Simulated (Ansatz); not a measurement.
Input and command of a calculation in Ansatz (plane waves; scalar-relativistic PAW potentials unless the input names others):

```yaml
crystal:
  lattice:
    - [4.0111265161, 0.0, 0.0]
    - [0.0, 4.0111265161, 0.0]
    - [0.0, 0.0, 4.0111265161]
  atoms:
    - { symbol: Mo, position: [0.0, 0.5, 0.5] }
    - { symbol: Mo, position: [0.5, 0.0, 0.5] }
    - { symbol: Mo, position: [0.5, 0.5, 0.0] }
    - { symbol: W, position: [0.0, 0.0, 0.0] }
kpoints:
  mp_grid: { grid: [12, 12, 12] }
hamiltonian:
  xc: rpbe
scf:
  occupations: { method: gaussian, width: 0.005 }
output:
  forces: true
  eigenvalues: true
  stress: true
```

```bash
ansatz run input.yaml --threads 1 --pin off --max-ram 2560MiB --backend cpu --events-out ev --progress --plain --runs-dir out
```

Abridged log:
```
Pseudopotentials: kind: paw
Pseudopotential: Mo, paw, valence charge 14, recommended cutoff 420 eV (normal)
Pseudopotential: W, paw, valence charge 14, recommended cutoff 420 eV (normal)
Functional definition: RPBE
Crystal: 4 atoms, lattice volume = 64.536 Å³
Basis set: ecut = 420 eV, 1237 PW (Γ), exchange–correlation on 54×54×54 points (8 copies of the dense FFT grid, shifted against one another)
Bands: 34, of which v1, the nominal top of the filled ones, is band 28 counted from 1 (27 counted from 0)
Symmetry: 48 space group operations
Space group: Pm-3m (ITA 221), of the structure as read, at distance tolerance 4.0e-5 Å
k-points: 84 of 1728
Initial density: superposition of atomic densities (neutral atoms: chi_scale 0, normalization atom), corrected by the library's trained network
Initial wavefunctions: pseudopotential atomic-orbital guess
Functional: x = rpbe, c = pbe(β = 0.06672455)
SCF iter   1: F=—  HF=-25284.889115 eV  |F-HF|=—  |Δ(HF+E_count)|=         —  Δρ=6.62e-3  dr2=4.49e-2  ethr=1.77e-3  ⟨swp⟩=5.1  Hψ=10927  notcnv=0
SCF iter   2: F=—  HF=-25284.883744 eV  |F-HF|=—  |Δ(HF+E_count)|=   5.37e-3  Δρ=3.24e-3  dr2=9.37e-3  ethr=8.02e-5  ⟨swp⟩=2.0  Hψ=3856  notcnv=0  defer=141
SCF iter   3: F=—  HF=-25284.882163 eV  |F-HF|=—  |Δ(HF+E_count)|=   1.58e-3  Δρ=6.07e-4  dr2=2.21e-4  ethr=1.67e-5  ⟨swp⟩=2.0  Hψ=3976  notcnv=0  defer=145
SCF iter   4: F=—  HF=-25284.882114 eV  |F-HF|=—  |Δ(HF+E_count)|=   4.85e-5  Δρ=1.12e-4  dr2=1.21e-5  ethr=3.94e-7  ⟨swp⟩=2.0  Hψ=3970  notcnv=0  defer=145
SCF iter   5: F=—  HF=-25284.882000 eV  |F-HF|=—  |Δ(HF+E_count)|=   1.14e-4  Δρ=2.06e-5  dr2=3.09e-7  ethr=2.17e-8  ⟨swp⟩=2.0  Hψ=3627  notcnv=0  defer=145
SCF iter   6: F=-25284.882000 eV  HF=-25284.882000 eV  |F-HF|=3.16e-9  |Δ(HF+E_count)|=   4.57e-8  Δρ=4.62e-6  dr2=1.34e-8  ethr=1.79e-10  ⟨swp⟩=7.6  Hψ=10015  notcnv=0
SCF 1 converged in 6 iterations: F = -25284.882000 eV  dr2 = 1.34e-8
SCF converged after 6 iterations
Free energy (F): -25284.882000 eV
Harris-Foulkes:  -25284.882000 eV  (|F-HF|=3.16e-9)
Internal energy: -25284.881925 eV  (E = F + TS)
E sigma→0 (E₀):  -25284.881963 eV
Entropy (-TS):   -0.000075 eV (-0.019 meV/atom)
Fermi energy:    20.439497 eV
--- Forces (eV/Å), atoms counted from 1 ---
  atom   1  Mo     0.00000000     0.00000000     0.00000000
  atom   2  Mo     0.00000000     0.00000000     0.00000000
  atom   3  Mo     0.00000000     0.00000000     0.00000000
  atom   4  W      0.00000000     0.00000000     0.00000000
--- Stress (GPa, compression-positive) ---
        3.389988       0.000000       0.000000
        0.000000       3.389988       0.000000
        0.000000       0.000000       3.389988
  P = ⅓ Tr σ = 3.3900 GPa (33.900 kbar)
```

Apart from outputs, empty bands and the relaxation, which only the reference makes, the input differs from a reference run on usual settings in scf.occupations.width: 0.1 → 0.005; hamiltonian.xc: "pbe" → "rpbe"; basis.ecutwfc: 420 → not typed. The reference, at the same geometry, ended its own course with pressure -0.03 GPa, largest force 0.000 eV/Å, no gap on the mesh. This run converged in 6 SCF iterations with a total energy on another zero, pressure 3.39 GPa, largest force 0.000 eV/Å, no gap on the mesh. Its k mesh, for so narrow a smearing in a metal, is looser than usual. The Hamiltonian differs as well, so the change in the result can't be put down to that alone.

It took 8.6 s on 1 thread of Arm Neoverse V2, on a shared host, peak memory 0.41 GiB.